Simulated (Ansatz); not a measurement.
# Guessed and relaxed cells of Ge5F

The cell of Ge5F is invented: random cell by space group and Wyckoff sites (Cmmm, No. 65). Lengths were set from tabulated atomic sizes, so they are only a guess.

start.cif

```cif
data_structure
_symmetry_space_group_name_H-M 'Cmmm'
_symmetry_Int_Tables_number 65
_cell_length_a 4.2917
_cell_length_b 8.4658
_cell_length_c 6.6093
_cell_angle_alpha 90.000
_cell_angle_beta 90.000
_cell_angle_gamma 90.000
_cell_volume 240.14
loop_
_atom_site_label
_atom_site_type_symbol
_atom_site_symmetry_multiplicity
_atom_site_Wyckoff_symbol
_atom_site_fract_x
_atom_site_fract_y
_atom_site_fract_z
_atom_site_occupancy
Ge1 Ge 8 q 0.76346 0.38340 0.50000 1
Ge2 Ge 2 b 0.50000 0.00000 0.00000 1
F1 F 2 c 0.50000 0.00000 0.50000 1
```

The calculation used Ansatz, DFT PBE, scalar-relativistic, plane waves, PAW. Cutoff 420 eV, Gaussian smearing, Γ-centred meshes. Cell and atoms relax first on a coarse mesh and then on a finer one. In between, the cell is made exact in the group found at 0.06 Å. In metals the finer mesh still leaves noise of several meV/atom or more. The steps can't lower the symmetry of their start. No spin polarisation.

end.cif

```cif
data_structure
_symmetry_space_group_name_H-M 'P4/mmm'
_symmetry_Int_Tables_number 123
_cell_length_a 5.9618
_cell_length_b 5.9618
_cell_length_c 4.1235
_cell_angle_alpha 90.000
_cell_angle_beta 90.000
_cell_angle_gamma 90.000
_cell_volume 146.56
loop_
_atom_site_label
_atom_site_type_symbol
_atom_site_symmetry_multiplicity
_atom_site_Wyckoff_symbol
_atom_site_fract_x
_atom_site_fract_y
_atom_site_fract_z
_atom_site_occupancy
Ge1 Ge 4 m 0.29140 0.00000 0.50000 1
Ge2 Ge 1 c 0.50000 0.50000 0.00000 1
F1 F 1 d 0.50000 0.50000 0.50000 1
```

The symmetry goes from Cmmm (No. 65) to P4/mmm (No. 123). The volume per atom grows by 22.1 %, from 20.0 to 24.4 Å³. The shortest distance goes from 1.42 Å (Ge–F) to 2.06 Å (Ge–F). The energy falls by about 7.3 eV/atom (the start's value is from the coarse mesh). The end is written in a standard setting, so origin, axes and order of atoms can differ from the start's.

For Ge5F, the volume per atom is 24.4 Å³, the density is 4.3 g/cm³ and the formation energy is +0.14 eV/atom. The gap on the 6×6×10 mesh of the 6-atom cell is 0 eV (a metal).

The zero of energy is the elements' standard structures at the same level (F₂ as a molecule); no fitted shifts are applied. It can't be a ground state, since the elements alone are lower.

The last run used Gaussian smearing of 0.10 eV. The end has Cmmm (No. 65) at a tolerance of 0.01 Å; the cell shown is made exact in the group found at 0.05 Å. No dispersion correction is applied, so the spacing and binding between layers, chains or molecules are poorly described. Symmetry constrained the relaxation, so the result can be a saddle point. In all, the 3 runs took 5.7 min on 1 thread of Intel(R) Xeon(R) Platinum 8488C (Sapphire Rapids), on a shared host. Another cell of Ge5F relaxed alike, in P6/mmm, lies 253 meV/atom lower, so this cell isn't the stable form at this level.
